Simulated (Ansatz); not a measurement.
One crystal and one scan (energy against volume) at two levels, PBE (plane waves to 420 eV, PAW, scalar-relativistic; Ansatz, a first-principles code) and r2SCAN (plane waves to 500 eV, PAW, scalar-relativistic; Ansatz), each from its own relaxed cell and on its own mesh. The cell shown is that of PBE.

Al$_{2}$Cu (Al2Cu type, space group I4/mcm)

```yaml
crystal:
  lattice:
    - [-3.02971, 3.02971, 2.43697]
    - [3.02971, -3.02971, 2.43697]
    - [3.02971, 3.02971, -2.43697]
  atoms:
    - { symbol: Al, position: [0.65828, 0.15828, 0.81655] }
    - { symbol: Al, position: [0.84172, 0.65828, 0.50000] }
    - { symbol: Al, position: [0.15828, 0.34172, 0.50000] }
    - { symbol: Al, position: [0.34172, 0.84172, 0.18345] }
    - { symbol: Cu, position: [0.25000, 0.25000, 0.00000] }
    - { symbol: Cu, position: [0.75000, 0.75000, 0.00000] }
```

Equation-of-state scan: isotropic scaling of the cell above, V₀ being its volume. The atoms relax within the cell's symmetry.

The energy includes the smearing's −TS. Al2Cu is run without spin polarisation. Al2Cu was relaxed with its symmetry unable to fall. The PAW data are Ansatz's earlier set. With the shape held, the modulus is that of even scaling; a crystal free to change shape is softer. Percentages come from the unrounded values. Both scans cover V/V₀ from 0.840 to 1.160.

```tsv
quantity	PBE	r2SCAN	PBE − r2SCAN
Lattice constant a (Å)	6.059	6.006	+0.053 (+0.9 %)
Lattice constant c (Å)	4.874	4.791	+0.083 (+1.7 %)
Relaxed volume (Å³/atom)	14.91	14.40	+0.51 (+3.6 %)
Pressure at the smallest volume (GPa)	25.7	29.2	-3.5 (-12 %)
Energy cost of the largest compression (meV/atom)	163	180	-17 (-9 %)
Energy cost of the largest expansion (meV/atom)	90	99	-9 (-9 %)
Bulk modulus at fixed cell shape B₀ (third-order Birch-Murnaghan fit) (GPa)	99.3	113.3	-14.0 (-12 %)
Pressure derivative B₀′ (fit)	4.5	4.5	0.0
Pressure for 5 % compression (fit) (GPa)	5.7	6.5	-0.8 (-12 %)
```

PBE gives the higher value for: lattice constant a; lattice constant c; relaxed volume. PBE gives the lower value for: pressure at the smallest volume; energy cost of the largest compression; energy cost of the largest expansion; bulk modulus at fixed cell shape B₀; pressure for 5 % compression. They agree on: pressure derivative B₀′ (within 1.5 %).

ΔE (meV/atom), each from the relaxed starting cell of its own level:

| V/V₀ | PBE | r2SCAN |
|---|---|---|
| 0.840 | 163 | 180 |
| 0.867 | 107 | 118 |
| 0.893 | 65 | 72 |
| 0.920 | 35 | 38 |
| 0.947 | 15 | 16 |
| 0.973 | 3 | 4 |
| 1.000 | 0 | 0 |
| 1.027 | 3 | 3 |
| 1.053 | 12 | 13 |
| 1.080 | 26 | 28 |
| 1.107 | 44 | 48 |
| 1.133 | 65 | 72 |
| 1.160 | 90 | 99 |

(A scan under strain: stresses follow from slopes of the energy per volume, elastic moduli from its curvatures.)
